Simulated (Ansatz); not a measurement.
Computed with DFT PBEsol, scalar-relativistic, plane waves, PAW (Ansatz 0.2.0).

Structure of Nb:

```xyz
1
Lattice="-1.6362 1.6362 1.6362 1.6362 -1.6362 1.6362 1.6362 1.6362 -1.6362" Properties=species:S:1:pos:R:3 pbc="T T T"
Nb    0.0000    0.0000    0.0000
```

Plane waves to 420 eV, a k mesh through Γ of 18×18×18 on the computed 1-atom cell and Gaussian smearing (0.10 eV); no spin polarisation.

Levels along Γ–H–N–Γ–P–H | P–N, in eV from the Fermi level, sorted by energy at each point. Points in fractions of the primitive reciprocal vectors: Γ (0.000 0.000 0.000), H (0.500 -0.500 0.500), N (0.000 0.000 0.500), P (0.250 0.250 0.250).
```csv
point,"k (1/Å, with 2π)",band 5,band 6,band 7,band 8,band 9
Γ,0.000,-5.97,0.37,0.37,0.37,3.37
-,0.274,-5.54,0.33,0.33,0.56,2.72
-,0.549,-4.40,0.34,0.34,1.13,1.24
-,0.823,-3.01,-0.41,0.66,0.66,2.04
-,1.097,-2.24,-1.86,1.46,1.46,3.19
-,1.371,-2.97,-2.67,2.79,2.79,4.42
-,1.646,-3.66,-3.52,4.55,4.55,5.43
H,1.920,-3.89,-3.89,5.84,5.84,5.84
-,2.114,-3.76,-3.71,4.88,5.02,5.88
-,2.308,-3.40,-3.20,3.21,3.50,5.98
-,2.502,-2.98,-2.37,1.58,2.19,6.14
-,2.696,-2.87,-1.27,0.19,1.67,6.32
-,2.890,-3.23,-0.86,0.04,2.12,6.49
-,3.084,-3.66,-1.52,1.46,2.98,5.13
N,3.278,-3.84,-1.74,2.44,3.42,4.13
-,3.472,-3.77,-1.66,1.87,3.46,4.04
-,3.666,-3.65,-1.42,0.81,3.29,3.83
-,3.860,-3.76,-1.04,0.03,2.98,3.44
-,4.053,-4.36,-0.58,-0.07,2.17,2.75
-,4.247,-5.16,-0.12,0.18,1.19,2.82
-,4.441,-5.75,0.23,0.33,0.58,3.16
Γ,4.635,-5.97,0.37,0.37,0.37,3.37
-,4.873,-5.65,0.21,0.21,0.74,3.23
-,5.110,-4.78,-0.27,-0.27,1.87,3.11
-,5.348,-3.60,-0.90,-0.90,3.27,3.27
-,5.585,-2.34,-1.37,-1.37,3.60,3.60
-,5.823,-1.55,-1.55,-1.25,3.94,3.94
-,6.061,-1.42,-1.42,-0.73,4.18,4.18
P,6.298,-1.09,-1.09,-1.09,4.27,4.27
-,6.536,-1.87,-0.79,-0.79,4.18,4.18
-,6.773,-2.29,-0.76,-0.76,3.95,3.95
-,7.011,-1.88,-1.24,-1.24,3.85,3.85
-,7.248,-2.11,-2.11,-0.54,4.14,4.14
-,7.486,-3.01,-3.01,1.61,4.74,4.74
-,7.723,-3.66,-3.66,4.17,5.45,5.45
H,7.961,-3.89,-3.89,5.84,5.84,5.84
P,7.961,-1.09,-1.09,-1.09,4.27,4.27
-,8.098,-1.40,-1.27,-0.69,4.22,4.26
-,8.235,-1.72,-1.60,-0.18,4.08,4.24
-,8.372,-2.32,-1.72,0.41,3.90,4.21
-,8.509,-2.91,-1.76,1.05,3.71,4.18
-,8.647,-3.41,-1.76,1.69,3.56,4.16
-,8.784,-3.73,-1.75,2.22,3.46,4.14
N,8.921,-3.84,-1.74,2.44,3.42,4.13
```